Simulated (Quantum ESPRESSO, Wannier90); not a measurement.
Wannier functions of GaAs (zinc blende)

Structure: Materials Project mp-2534, symmetrised, not relaxed again. COD (Crystallography Open Database) has an entry of this formula and space group (matched by these alone). Computed values, not measurements, from PBEsol: Quantum ESPRESSO (norm-conserving PseudoDojo potentials, cutoff 68 Ry, spinors with spin-orbit coupling) on a Γ-centred 8×8×8 mesh, then Wannier90. Density: 10×10×10 mesh, cold smearing 0.01 Ry.

On the energy scale of pw.x, whose zero is arbitrary, the Fermi level lies at 8.06 eV.

Input w.win:

```
num_bands = 30
num_wann = 16
exclude_bands = 1-20
spinors = true
num_iter = 1000
conv_tol = 1.0e-4
conv_window = 4
dis_num_iter = 1000
dis_conv_tol = 1.0e-6
dis_froz_max = 9.56
write_hr = true
write_u_matrices = true
begin projections
f=-0.00799,-0.00540,0.01443: s;p
f=-0.26399,-0.24875,-0.24709: s;p
end projections
begin unit_cell_cart
ang
    0.0000000000    2.8750900000    2.8750900000
    2.8750900000    0.0000000000    2.8750900000
    2.8750900000    2.8750900000    0.0000000000
end unit_cell_cart
begin atoms_frac
Ga   0.0000000000  0.0000000000  0.0000000000
As  -0.2500000000 -0.2500000000 -0.2500000000
end atoms_frac
mp_grid = 8 8 8
begin kpoints
0.0000000000 0.0000000000 0.0000000000
0.0000000000 0.0000000000 0.1250000000
0.0000000000 0.0000000000 0.2500000000
... (509 more lines: the 8x8x8 mesh through Gamma)
end kpoints
```

Input of pw2wannier90.x that gives the overlap and projection files (equivalent; here they were cut from one run over all bands):

```
&inputpp
  outdir = './out'
  prefix = 'pwscf'
  seedname = 'w'
  write_amn = .true.
  write_mmn = .true.
/
```

Output w.wout (banner and timings cut):

```
                                    ------
                                    SYSTEM
                                    ------

                              Lattice Vectors (Ang)
                    a_1     0.000000   2.875090   2.875090
                    a_2     2.875090   0.000000   2.875090
                    a_3     2.875090   2.875090   0.000000

                   Unit Cell Volume:      47.53181  (Ang^3)

                        Reciprocal-Space Vectors (Ang^-1)
                    b_1    -1.092694   1.092694   1.092694
                    b_2     1.092694  -1.092694   1.092694
                    b_3     1.092694   1.092694  -1.092694

 *----------------------------------------------------------------------------*
 |   Site       Fractional Coordinate          Cartesian Coordinate (Ang)     |
 +----------------------------------------------------------------------------+
 | ga   1   0.00000   0.00000   0.00000   |    0.00000   0.00000   0.00000    |
 | as   1  -0.25000  -0.25000  -0.25000   |   -1.43755  -1.43755  -1.43755    |
 *----------------------------------------------------------------------------*
                                ------------
                                K-POINT GRID
                                ------------

             Grid size =  8 x  8 x  8      Total points =  512

 *---------------------------------- MAIN ------------------------------------*
 |  Number of Wannier Functions               :                16             |
 |  Number of Objective Wannier Functions     :                16             |
 |  Number of input Bloch states              :                30             |
 |  Output verbosity (1=low, 5=high)          :                 1             |
 |  Timing Level (1=low, 5=high)              :                 1             |
 |  Optimisation (0=memory, 3=speed)          :                 3             |
 |  Length Unit                               :               Ang             |
 |  Post-processing setup (write *.nnkp)      :                 F             |
 |  Using Gamma-only branch of algorithms     :                 F             |
 *----------------------------------------------------------------------------*
 *------------------------------- WANNIERISE ---------------------------------*
 |  Total number of iterations                :              1000             |
 |  Number of CG steps before reset           :                 5             |
 |  Trial step length for line search         :             2.000             |
 |  Convergence tolerence                     :         0.100E-03             |
 |  Convergence window                        :                 4             |
 |  Iterations between writing output         :                 1             |
 |  Iterations between backing up to disk     :               100             |
 |  Write r^2_nm to file                      :                 F             |
 |  Write xyz WF centres to file              :                 F             |
 |  Write on-site energies <0n|H|0n> to file  :                 F             |
 |  Use guiding centre to control phases      :                 F             |
 |  Use phases for initial projections        :                 F             |
 *----------------------------------------------------------------------------*
 *------------------------------- DISENTANGLE --------------------------------*
 |  Using band disentanglement                :                 T             |
 |  Total number of iterations                :              1000             |
 |  Mixing ratio                              :             0.500             |
 |  Convergence tolerence                     :         1.000E-06             |
 |  Convergence window                        :                 3             |
 *----------------------------------------------------------------------------*
 *-------------------------------- PLOTTING ----------------------------------*
 |  Plotting Hamiltonian in WF basis          :                 T             |
 *----------------------------------------------------------------------------*

       ... (k-mesh section left out)

 Starting a new Wannier90 calculation ...

 Reading overlaps from w.mmn

 Reading projections from w.amn

 *------------------------------- DISENTANGLE --------------------------------*
 +----------------------------------------------------------------------------+
 |                              Energy  Windows                               |
 |                              ---------------                               |
 |                   Outer:   -4.43050  to   26.96976  (eV)                   |
 |                   Inner:   -4.43050  to    9.56000  (eV)                   |
 +----------------------------------------------------------------------------+
   Number of target bands to extract:   16

                   Unitarised projection of Wannier functions
                   ------------------------------------------
   A_mn = <psi_m|g_n> --> S = A.A^+ --> U = S^-1/2.A
   In dis_project... done
   Using an inner window (linner = T)
   In dis_proj_froz... done

                   Extraction of optimally-connected subspace
                   ------------------------------------------
 +---------------------------------------------------------------------+<-- DIS
 |  Iter     Omega_I(i-1)      Omega_I(i)      Delta (frac.)           |<-- DIS
 +---------------------------------------------------------------------+<-- DIS
       1      28.85163979      25.49098754       1.318E-01    <-- DIS
       2      26.62141127      24.57885807       8.310E-02    <-- DIS
       3      25.41954741      23.95580094       6.110E-02    <-- DIS
       4      24.53642828      23.48701910       4.468E-02    <-- DIS
       5      23.88464710      23.12065733       3.304E-02    <-- DIS
       6      23.39416338      22.82676712       2.486E-02    <-- DIS
       ... (lines left out)
      91      20.94076803      20.94074824       9.447E-07    <-- DIS
      92      20.94035382      20.94034122       6.019E-07    <-- DIS
      93      20.93995901      20.93995310       2.822E-07    <-- DIS

             <<<      Delta < 1.000E-06  over  3 iterations     >>>
             <<< Disentanglement convergence criteria satisfied >>>

        Final Omega_I    20.93995310 (Ang^2)

 +----------------------------------------------------------------------------+

 Writing checkpoint file w.chk... done

 *------------------------------- WANNIERISE ---------------------------------*
 +--------------------------------------------------------------------+<-- CONV
 | Iter  Delta Spread     RMS Gradient      Spread (Ang^2)            |<-- CONV
 +--------------------------------------------------------------------+<-- CONV

 ------------------------------------------------------------------------------
 Initial State
  WF centre and spread    1  (  0.023689,  0.020579, -0.033615 )     1.80257995
  WF centre and spread    2  (  0.023689,  0.020579, -0.033615 )     1.80257996
  WF centre and spread    3  (  0.000220,  0.000881,  0.034009 )     2.43749824
  WF centre and spread    4  (  0.000220,  0.000882,  0.034009 )     2.43749825
  WF centre and spread    5  ( -0.022752,  0.000930, -0.000261 )     2.43866156
  WF centre and spread    6  ( -0.022752,  0.000930, -0.000261 )     2.43866155
  WF centre and spread    7  (  0.000439, -0.015415, -0.000397 )     2.43798360
  WF centre and spread    8  (  0.000439, -0.015415, -0.000397 )     2.43798364
  WF centre and spread    9  ( -1.427029, -1.466976, -1.470564 )     1.37678302
  WF centre and spread   10  ( -1.427029, -1.466976, -1.470564 )     1.37678304
  WF centre and spread   11  ( -1.436756, -1.439583, -1.407859 )     1.85096881
  WF centre and spread   12  ( -1.436756, -1.439583, -1.407859 )     1.85096868
  WF centre and spread   13  ( -1.447120, -1.439517, -1.439584 )     1.85212395
  WF centre and spread   14  ( -1.447120, -1.439517, -1.439583 )     1.85212407
  WF centre and spread   15  ( -1.436615, -1.411508, -1.439691 )     1.85150005
  WF centre and spread   16  ( -1.436615, -1.411508, -1.439691 )     1.85150010
  Sum of centres and spreads (-11.491848,-11.501217,-11.515922 )    32.09619846

      0     0.321E+02     0.0000000000       32.0961984584  <-- CONV
        O_D=      0.0339604 O_OD=     11.1222850 O_TOT=     32.0961985 <-- SPRD
 ------------------------------------------------------------------------------
      1    -0.179E+00     0.2039449722       31.9171254698  <-- CONV
        O_D=      0.0389560 O_OD=     10.9382164 O_TOT=     31.9171255 <-- SPRD
      2    -0.249E+00     0.2771280382       31.6679514608  <-- CONV
        O_D=      0.0439646 O_OD=     10.6840338 O_TOT=     31.6679515 <-- SPRD
      3    -0.113E+00     0.2753173007       31.5546213464  <-- CONV
        O_D=      0.0420399 O_OD=     10.5726284 O_TOT=     31.5546213 <-- SPRD
      4    -0.448E-01     0.1604178647       31.5098468554  <-- CONV
        O_D=      0.0398253 O_OD=     10.5300684 O_TOT=     31.5098469 <-- SPRD
      5    -0.203E-01     0.1072285963       31.4895461589  <-- CONV
        O_D=      0.0390965 O_OD=     10.5104966 O_TOT=     31.4895462 <-- SPRD
       ... (lines left out)
    100    -0.463E-01     0.1487511417       25.0601762173  <-- CONV
        O_D=      0.0383824 O_OD=      4.0818407 O_TOT=     25.0601762 <-- SPRD
       ... (lines left out)
    200    -0.153E-03     0.0079272648       23.9932050173  <-- CONV
        O_D=      0.0336881 O_OD=      3.0195639 O_TOT=     23.9932050 <-- SPRD
       ... (lines left out)
    209    -0.872E-04     0.0061364442       23.9918705212  <-- CONV
        O_D=      0.0336973 O_OD=      3.0182201 O_TOT=     23.9918705 <-- SPRD
    210    -0.785E-04     0.0058519802       23.9917919960  <-- CONV
        O_D=      0.0337120 O_OD=      3.0181269 O_TOT=     23.9917920 <-- SPRD
    211    -0.737E-04     0.0075758064       23.9917182727  <-- CONV
        O_D=      0.0336934 O_OD=      3.0180717 O_TOT=     23.9917183 <-- SPRD
             <<<     Delta < 1.000E-04  over  4 iterations     >>>
             <<< Wannierisation convergence criteria satisfied >>>
 Final State
  WF centre and spread    1  (  0.438168, -0.434921, -0.438736 )     1.64925097
  WF centre and spread    2  (  0.438169, -0.434921, -0.438736 )     1.64925102
  WF centre and spread    3  (  0.437182,  0.437698,  0.436182 )     1.64951470
  WF centre and spread    4  (  0.437182,  0.437698,  0.436182 )     1.64951482
  WF centre and spread    5  ( -0.436799,  0.437746, -0.437019 )     1.64947476
  WF centre and spread    6  ( -0.436799,  0.437746, -0.437019 )     1.64947466
  WF centre and spread    7  ( -0.435869, -0.437654,  0.436090 )     1.64902829
  WF centre and spread    8  ( -0.435869, -0.437654,  0.436090 )     1.64902824
  WF centre and spread    9  ( -1.794260, -1.807060, -1.807714 )     1.35014434
  WF centre and spread   10  ( -1.794260, -1.807060, -1.807714 )     1.35014441
  WF centre and spread   11  ( -1.071967, -1.799855, -1.069033 )     1.34940819
  WF centre and spread   12  ( -1.071967, -1.799855, -1.069033 )     1.34940819
  WF centre and spread   13  ( -1.811014, -1.077362, -1.076730 )     1.34976777
  WF centre and spread   14  ( -1.811014, -1.077363, -1.076730 )     1.34976771
  WF centre and spread   15  ( -1.072254, -1.068433, -1.799144 )     1.34927009
  WF centre and spread   16  ( -1.072254, -1.068433, -1.799144 )     1.34927010
  Sum of centres and spreads (-11.493626,-11.499683,-11.512207 )    23.99171827

         Spreads (Ang^2)       Omega I      =    20.939953101
        ================       Omega D      =     0.033693448
                               Omega OD     =     3.018071723
    Final Spread (Ang^2)       Omega Total  =    23.991718273
```
